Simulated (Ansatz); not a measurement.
What a change of settings does: TiC (rocksalt type)

First run: DFT, PBEsol, all-electron LAPW, scalar-relativistic (Ansatz 0.2.0).

Command: `ansatz run input.yaml --threads 1 --pin off --max-ram 2048MiB --backend cpu --events-out ev --progress --plain --runs-dir out` It took 22 s on 1 thread of Arm Neoverse V2 (shared host), peak memory 0.44 GiB.

```yaml
crystal:
  lattice:
    - [0.0, 1.7588514117, 1.7588514117]
    - [1.7588514117, 0.0, 1.7588514117]
    - [1.7588514117, 1.7588514117, 0.0]
  atoms:
    - { symbol: Ti, position: [0.0, 0.0, 0.0] }
    - { symbol: C, position: [0.5, 0.5, 0.5] }
kpoints:
  mp_grid: { grid: [17, 17, 17] }
  band_path:
    path:
      - [0.0, 0.0, 0.0]
      - [0.5, 0.0, 0.5]
      - [0.625, 0.25, 0.625]
      - [0.375, 0.375, 0.75]
      - [0.0, 0.0, 0.0]
      - [0.5, 0.5, 0.5]
      - [0.5, 0.25, 0.75]
      - [0.5, 0.0, 0.5]
    npoints: 8
scf:
  occupations: { method: fermi_dirac, width: 0.08 }
hamiltonian:
  xc: pbesol
  pseudopotentials: { kind: all_electron, lapw: { basis_error: 0.001 } }
output:
  forces: true
  stress: true
  eigenvalues: true
  populations: true
  dos: { projected: true, de: 0.2, e_range: [-14, 8] }
```

The cell comes from a relaxation on PAW files under the same functional, begun from a prototype that needn't be the stable phase.

This run: volume at 0.55 of the series' base cell.

It converges in 7 SCF iterations at a pressure of 503.0 GPa.

The input is then changed:

```diff
   occupations: { method: fermi_dirac, width: 0.08 }
+  mixing: { preconditioner: resta }
 hamiltonian:
   populations: true
-  dos: { projected: true, de: 0.2, e_range: [-14, 8] }
```

Question: What does the second run give?

Answer: It converges in 7 SCF iterations at a pressure of 503.0 GPa, free energy 0.0 meV/atom against the first run's.
